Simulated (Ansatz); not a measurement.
A geometry of Au away from equilibrium: the start of the relaxation of a relaxed Au cell displaced along its unstable phonon at q = (½, ½, 0) of its primitive reciprocal cell (38i cm⁻¹), largest move 0.15 Å. Method: PBEsol (plane waves to 420 eV, PAW, scalar-relativistic; Ansatz, a program for electronic structure). Γ-centred k-mesh 9×9×9 on the run's cell (coarser than for final values), Fermi–Dirac smearing 0.05 eV.

```xyz
4
Lattice="0.0000 6.0246 6.0246 3.0123 3.0123 6.0246 3.0123 3.0123 0.0000" Properties=species:S:1:pos:R:3 pbc="T T T"
Au     4.3706     4.4934     4.5185
Au     4.6664     7.5558     7.5308
Au     2.9873     2.8644     3.0123
Au     3.0374     6.1725     6.0246
```

**Question.** Which atoms carry the largest force, and which way does it point?

**Answer.** 0.14 eV/Å, on Au1, Au2, Au3, Au4 (atoms numbered as listed); on Au1 its components are (-0.14, -0.02, 0.04).

**Question.** What is the pressure?

**Answer.** -0.7 GPa, compression positive.

No spin polarisation in the result.

The run could not lose the symmetry of its start.

Of the parent cell (Fd-3m (No. 227)): it is a generated cell of Au: the first start was made by placing the elements on the sites of a structure type, and the end was not matched to a known phase here, so it may be hypothetical. Known forms of Au include space group No. 225.
